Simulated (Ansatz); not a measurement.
Consider the following.

Bi$_{2}$Se$_{3}$:
```cif
data_Bi2Se3
_chemical_formula_sum 'Bi2 Se3'
_space_group_name_H-M_alt 'P 1'
_space_group_IT_number 1
_cell_length_a 10.11143
_cell_length_b 10.11143
_cell_length_c 10.11143
_cell_angle_alpha 23.679
_cell_angle_beta 23.679
_cell_angle_gamma 23.679
loop_
_space_group_symop_operation_xyz
  'x, y, z'
loop_
_atom_site_label
_atom_site_type_symbol
_atom_site_fract_x
_atom_site_fract_y
_atom_site_fract_z
_atom_site_occupancy
Bi1 Bi 0.39900 0.39900 0.39900 1
Bi2 Bi 0.60100 0.60100 0.60100 1
Se1 Se 0.00000 0.00000 0.00000 1
Se2 Se 0.21510 0.21510 0.21510 1
Se3 Se 0.78490 0.78490 0.78490 1
```

This is the r²SCAN+D4-relaxed structure.

Task: All from r²SCAN+D4 (plane waves, PAW; program Ansatz), unless another level is named. Estimate the electron effective mass.

Result: 0.11, 0.11, 0.56 mₑ (principal values).

Task: What about the hole effective mass?

Result: 0.30, 0.30, 0.45 mₑ (principal values).

Task: Next, the HSE06 gap on the r²SCAN+D4 cell?

Result: 0.86 eV.

Task: Predict the gap with spin–orbit coupling.

Result: 0.03 eV.

Task: Next, the weight of the valence-edge state by species (Voronoi cells)?

Result: Se 83 %, Bi 17 %.

Space group R-3m. The cell was relaxed with r²SCAN+D4 under the symmetry of its start. Spin–orbit coupling is left out wherever it is not named.

Potentials: the earlier of the program's two PAW sets.
